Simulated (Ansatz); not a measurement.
An elastic tensor (GPa, Voigt order, standard axes) from PBE in the plane-wave PAW code Ansatz:

```
 124   113   113   0.0   0.0   0.0
 113   124   113   0.0   0.0   0.0
 113   113   124   0.0   0.0   0.0
 0.0   0.0   0.0  45.3   0.0   0.0
 0.0   0.0   0.0   0.0  45.3   0.0
 0.0   0.0   0.0   0.0   0.0  45.3
```

**Question.** Which of these materials gives this?
A. AlCo, CsCl type
B. AgBr, rock salt
C. ZnAu, CsCl type

**Answer.** C, ZnAu, CsCl type

Space group Pm-3m (CsCl type). The cell was relaxed with PBE under the symmetry of its start; of distortions, only those at the zone centre were tested. As this level gives no gap, shear constants depend on the k-mesh and smearing (Fermi–Dirac, 0.1 eV here). Spin–orbit coupling is left out wherever it is not named.

Potentials: the later of the program's two PAW sets.
